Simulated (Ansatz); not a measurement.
Total density of states per atom from r²SCAN (plane waves, PAW; program Ansatz), in 0.25 eV bins, energy from the Fermi level:

```
E (eV) | states/eV/atom
    -7.85 | ######### 0.21
    -7.60 | ############ 0.29
    -7.35 | ########### 0.28
    -7.10 | #### 0.10
    -6.85 | ###### 0.14
    -6.60 | ############ 0.30
    -6.35 | ################# 0.41
    -6.10 | ############# 0.32
    -5.85 | ############## 0.34
    -5.60 | ######## 0.19
    -5.35 | ##### 0.12
    -5.10 | ##### 0.12
    -4.85 | ########## 0.24
    -4.60 | ########## 0.23
    -4.35 | ########### 0.26
    -4.10 | ############# 0.32
    -3.85 | ################ 0.40
    -3.60 | ################### 0.45
    -3.35 | ###################### 0.53
    -3.10 | ################### 0.46
    -2.85 | ####################### 0.56
    -2.60 | ###################### 0.54
    -2.35 | ########################## 0.64
    -2.10 | ########################### 0.65
    -1.85 | ############################## 0.73
    -1.60 | ########################### 0.65
    -1.35 | ################### 0.47
    -1.10 | ##################### 0.51
    -0.85 | ########## 0.24
    -0.60 | #### 0.10
    -0.35 | ## 0.05
    -0.10 | ## 0.04
     0.15 | ##### 0.13
     0.40 | ############ 0.30
     0.65 | ############ 0.28
     0.90 | ############## 0.33
     1.15 | ############### 0.36
     1.40 | ############ 0.28
     1.65 | ############### 0.37
     1.90 | ####################### 0.57
     2.15 | ##################### 0.52
     2.40 | ################### 0.46
     2.65 | ##################### 0.52
     2.90 | ####################### 0.57
     3.15 | ##################### 0.51
     3.40 | ##################### 0.52
     3.65 | ###################### 0.54
     3.90 | ########################## 0.63
     4.15 | ###################### 0.54
     4.40 | ######################### 0.62
     4.65 | ########################## 0.62
```

Question: Which of these materials gives this?
A. Ge, R-3 (Ge on 6c, Ge on 18f)
B. RbCrF6, R-3 (Rb on 3a, Cr on 3b, F on 18f)
C. Zr5Ge3, P6_3/mcm (Zr on 6g, Zr on 4d, Ge on 6g)
D. LaNiGe3, I4mm (La on 2a, Ni on 2a, Ge on 4b, Ge on 2a)

Answer: A, Ge, R-3 (Ge on 6c, Ge on 18f). Within 0.5 eV of the Fermi level: Ge 4p 67 %, Ge 4s 31 %. Projections are on Löwdin-orthogonalised atomic valence shells; empty p or d shells of many metals are not among them.

The workflow started from a Materials Project entry (that database holds measured and hypothetical structures alike); the Crystallography Open Database copy checked does not list it. It is not the phase usual at ambient conditions (space group No. 227). Symmetry was held in the r²SCAN relaxation; of distortions, only those at the zone centre were tested. Spin–orbit coupling is left out wherever it is not named.

Potentials: the later of the program's two PAW sets.
